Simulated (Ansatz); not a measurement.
Si₂MoN₄:
```xyz
14
Lattice="2.8871 0.0000 0.0000 -1.4436 2.5003 0.0000 0.0000 0.0000 20.8320" Properties=species:S:1:pos:R:3 pbc="T T T"
Mo     0.0000     1.6669     5.2080
Mo     1.4436     0.8334    15.6240
N      1.4436     0.8334     6.4508
N      0.0000     1.6669    16.8667
N      0.0000     1.6669    14.3812
N      1.4436     0.8334     3.9652
Si     1.4436     0.8334     8.1835
Si     0.0000     1.6669    18.5995
Si     0.0000     1.6669    12.6485
Si     1.4436     0.8334     2.2325
N      0.0000     0.0000     8.6780
N      0.0000     0.0000    19.0940
N      0.0000     0.0000    12.1539
N      0.0000     0.0000     1.7380
```

Relaxed with r²SCAN+D4.

### Question
Map the valence electron density (e/Å³), cut off at 1 on the plane through (0.333, 0.667, 0.250) spanned by u = [0, 0, 1] and v = [1, -1, 0] in lattice vectors, from the program Ansatz at the r²SCAN+D4 level (PAW).

### Answer
x is the fraction of u, y of v (the angle between them is 90°; rows are the nearest grid lines); atoms in the plane: Mo at (0.00, 0.00), Mo at (0.50, 0.33), N at (0.06, 0.33), N at (0.56, 0.00), N at (0.44, 0.00), N at (0.94, 0.33), Si at (0.14, 0.33), Si at (0.64, 0.00), Si at (0.36, 0.00), Si at (0.86, 0.33).
```
y \ x   0.000  0.100  0.175  0.275  0.375  0.450  0.550  0.625  0.725  0.825  0.900   1.00
------  -----  -----  -----  -----  -----  -----  -----  -----  -----  -----  -----  -----
1.00     1.00  0.071  0.077  0.023  0.224   1.00   1.00  0.224  0.023  0.077  0.071   1.00
0.920    1.00  0.083  0.145  0.029  0.285   1.00   1.00  0.285  0.029  0.145  0.083   1.00
0.840    1.00  0.101  0.552  0.050  0.422  0.707  0.707  0.422  0.050  0.552  0.101   1.00
0.760   0.374  0.107   1.00  0.091  0.503  0.192  0.192  0.503  0.091   1.00  0.107  0.374
0.680   0.268  0.106   1.00  0.124  0.612  0.102  0.102  0.612  0.124   1.00  0.106  0.268
0.600   0.283  0.116   1.00  0.105  0.523  0.121  0.121  0.523  0.105   1.00  0.116  0.283
0.520   0.305  0.219   1.00  0.057  0.303  0.183  0.183  0.303  0.057   1.00  0.219  0.305
0.480   0.304  0.361  0.725  0.039  0.212  0.235  0.235  0.212  0.039  0.725  0.361  0.304
0.400   0.300  0.894  0.313  0.018  0.105  0.426  0.426  0.105  0.018  0.313  0.894  0.300
0.320   0.301   1.00  0.212  0.014  0.082  0.531  0.531  0.082  0.014  0.212   1.00  0.301
0.240   0.360  0.694  0.273  0.018  0.127  0.461  0.461  0.127  0.018  0.273  0.694  0.360
0.160    1.00  0.256  0.217  0.023  0.234  0.878  0.878  0.234  0.023  0.217  0.256   1.00
0.0800   1.00  0.100  0.117  0.025  0.255   1.00   1.00  0.255  0.025  0.117  0.100   1.00
0.000    1.00  0.071  0.077  0.023  0.224   1.00   1.00  0.224  0.023  0.077  0.071   1.00
```

The density is the valence pseudo-density with augmentation charge, so density and ELF within about 1 Å of a nucleus are not all-electron values.

Space group P6_3/mmc. The start of the workflow was typed in or built on a structure type; neither database checked (COD, Materials Project) lists it. Its standing as an ambient phase is unchecked. The r²SCAN+D4 relaxation kept the symmetry of its start; its stability against distortions is not shown here. The workflow began spin-polarised and lost its moments.

Potentials: the later of the program's two PAW sets.
